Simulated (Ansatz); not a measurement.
LaB2:
Space group I4/mmm (No. 139); a = b = 4.0392 Å, c = 6.9807 Å, α = β = γ = 90.00°

| atom | site | symmetry | x | y | z |
|---|---|---|---|---|---|
| La | 2a | 4/mmm | 0.0000 | 0.0000 | 0.0000 |
| B | 4e | 4mm | 0.0000 | 0.0000 | 0.3895 |
(The calculation used a cell of 3 atoms; values per cell refer to that cell.)

Relaxed at zero pressure with the program Ansatz at the PBE level (PAW).

### Question
The volume is raised by 3 % and shape and atoms relax at that volume. What pressure results, and how do the axes share the change?

### Answer
-1.7 GPa; a 1.0 %, b 1.0 %, c 0.9 %; the energy rises by 3 meV/atom.

### Question
Give the new structure.

### Answer

Space group I4/mmm (No. 139); a = b = 4.081 Å, c = 7.045 Å, α = β = γ = 90.00°

```
atom  site  symmetry       x       y       z
----  ----  --------  ------  ------  ------
La      2a     4/mmm  0.0000  0.0000  0.0000
B       4e       4mm  0.0000  0.0000  0.3905
```

The phase is kept; no other phase was compared at this pressure.

The start of the workflow was typed in or built on a structure type; neither database checked (COD, Materials Project) lists it. Whether it is the stable phase at ambient conditions was not checked. The cell was relaxed with PBE under the symmetry of its start; its stability against distortions is not shown here. Its formation energy is positive at this level, so the cell may be metastable or incomplete. Spin–orbit coupling is left out wherever it is not named.

Potentials: the earlier of the program's two PAW sets.
